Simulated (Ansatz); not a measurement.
AlV₄C₃, first-principles data

AlV4C3:
```xyz
16
Lattice="2.8902 0.0000 0.0000 -1.4451 2.5030 0.0000 0.0000 0.0000 22.5797" Properties=species:S:1:pos:R:3 pbc="T T T"
Al     0.0000     1.6687     5.6449
Al     1.4451     0.8343    16.9348
V      0.0000     0.0000    19.0935
V      0.0000     0.0000     3.4863
V      0.0000     0.0000     7.8036
V      0.0000     0.0000    14.7761
V      1.4451     0.8343    21.3522
V      0.0000     1.6687     1.2276
V      0.0000     1.6687    10.0623
V      1.4451     0.8343    12.5174
C      1.4451     0.8343     8.8612
C      0.0000     1.6687    13.7185
C      0.0000     1.6687    20.1511
C      1.4451     0.8343     2.4286
C      0.0000     0.0000    11.2899
C      0.0000     0.0000     0.0000
```

Space group P6_3/mmc (No. 194); conventional cell a = b = 2.890 Å, c = 22.580 Å, α = β = 90.00°, γ = 120.00°.

Method: DFT-PBEsol in the program Ansatz with PAW potentials. Geometry: relaxed at this level of theory. Other levels are named where they apply.

### Cell and energy

```
Item                                                          Result
-----------------------------------------------------  -------------
Volume per atom                                             10.21 Å³
Density                                                   5.42 g/cm³
Formation energy from the elements (no fitted shifts)  -592 meV/atom
```

### Electronic structure

```
Item                                                                         Value
------------------------------------  --------------------------------------------
Electronic character                                             metallic (no gap)
Density of states at the Fermi level  0.34 states/eV per atom (mean over ±0.08 eV)
```

### Mechanics

```
Property                                                                                      Value
--------------------------------------------  -----------------------------------------------------
Elastic constants (relaxed ions, GPa)         C11 = 483, C12 = 118, C13 = 122, C33 = 416, C44 = 186
Mechanical stability                                         stable (all eigenvalues of C positive)
Hill bulk and shear moduli                                                          234 and 178 GPa
Young's modulus                                                                             427 GPa
Poisson's ratio                                                                                0.20
Debye temperature from the elastic constants                                                  869 K
```

The workflow started from a Materials Project entry (that database holds measured and hypothetical structures alike); the Crystallography Open Database copy checked does not list it. Whether it is the stable phase at ambient conditions was not checked. Symmetry was held in the PBEsol relaxation; whether a distortion lowers the energy is not shown. No spin polarisation was allowed. As this level gives no gap, shear constants depend on the k-mesh and smearing (Fermi–Dirac, 0.1 eV here). The references are the lowest solids computed at this level, not always the standard phases.

Potentials: the later of the program's two PAW sets.
